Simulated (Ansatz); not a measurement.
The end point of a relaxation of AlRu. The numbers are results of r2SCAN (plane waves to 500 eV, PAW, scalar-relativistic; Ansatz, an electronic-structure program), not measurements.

```cif
data_AlRu
_chemical_formula_sum 'Al1 Ru1'
_space_group_name_H-M_alt 'P 1'
_space_group_IT_number 1
_cell_length_a 2.98253
_cell_length_b 2.98253
_cell_length_c 2.98253
_cell_angle_alpha 90.000
_cell_angle_beta 90.000
_cell_angle_gamma 90.000
loop_
_space_group_symop_operation_xyz
  'x, y, z'
loop_
_atom_site_label
_atom_site_type_symbol
_atom_site_fract_x
_atom_site_fract_y
_atom_site_fract_z
_atom_site_occupancy
Al1 Al 0.50000 0.50000 0.50000 1
Ru1 Ru 0.00000 0.00000 0.00000 1
```

### Question
Find the space group and the Wyckoff positions (tolerance 0.01 Å).

### Answer
Space group Pm-3m (No. 221); a = b = c = 2.983 Å, α = β = γ = 90.00°

```
atom  site  symmetry       x       y       z
----  ----  --------  ------  ------  ------
Al      1b      m-3m  0.5000  0.5000  0.5000
Ru      1a      m-3m  0.0000  0.0000  0.0000
```

This is the CsCl type.

### Question
Give the shortest distances between elements (the closest pairs, up to four, under 3.6 Å).

### Answer
Al–Ru 2.58 Å; Al–Al 2.98 Å; Ru–Ru 2.98 Å.

```json
{
 "volume_per_atom": "13.27 Å³",
 "density": "8.01 g/cm³",
 "band_gap": "zero (metallic)"
}
```

No spin polarisation in the result.

The run could not lose the symmetry of its start; a randomly shaken copy of 4 atoms returns to this structure.
